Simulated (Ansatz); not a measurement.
CaO₂:
```xyz
3
Lattice="-1.6080 1.6080 3.2391 1.6080 -1.6080 3.2391 1.6080 1.6080 -3.2391" Properties=species:S:1:pos:R:3 pbc="T T T"
Ca     0.0000     0.0000     3.2391
O      0.0000     0.0000     5.7453
O      0.0000     0.0000     0.7330
```

Relaxed with LDA. Special points in fractions of this cell's reciprocal vectors: Γ (0.000, 0.000, 0.000); X (0.000, 0.000, 0.500); P (0.250, 0.250, 0.250); N (0.000, 0.500, 0.000); M (0.500, 0.500, -0.500); S (0.312, 0.688, -0.312); S0 (-0.312, 0.312, 0.312); R (-0.123, 0.123, 0.500); G (0.500, 0.500, -0.123).

Task: List the band energies nearest the valence-band maximum at these points for plane-wave PAW LDA (Ansatz code).

Result: In eV from the valence-band maximum; about four levels below and three above (degenerate sets whole), none deeper than 8.9 eV; points with the same levels are listed once.

```csv
k,below,above
Γ,-3.72 -3.72 -1.38 -1.38,3.41 4.84 5.78
X,-5.07 -4.11 -3.12 -0.74,4.39 7.29 7.76
P,-4.78 -4.78 -1.79 -1.79,3.44 7.29 7.78 7.78
N,-5.85 -4.89 -1.01 -0.30,3.21 5.75 6.53
M,-4.23 -4.23 -0.01 -0.01,2.69 3.42 6.36
S,-5.17 -4.84 -0.93 -0.11,4.17 5.74 6.05
R,-5.01 -4.57 -2.52 -0.64,4.29 7.38 7.55
```

Space group I4/mmm. The first step of the workflow began from a Materials Project structure, measured or hypothetical; the Crystallography Open Database copy checked does not list it. Its standing as an ambient phase is unchecked. The cell was relaxed with LDA under the symmetry of its start. At this level the phase is dynamically unstable (imaginary phonons).

Potentials: the later of the program's two PAW sets.
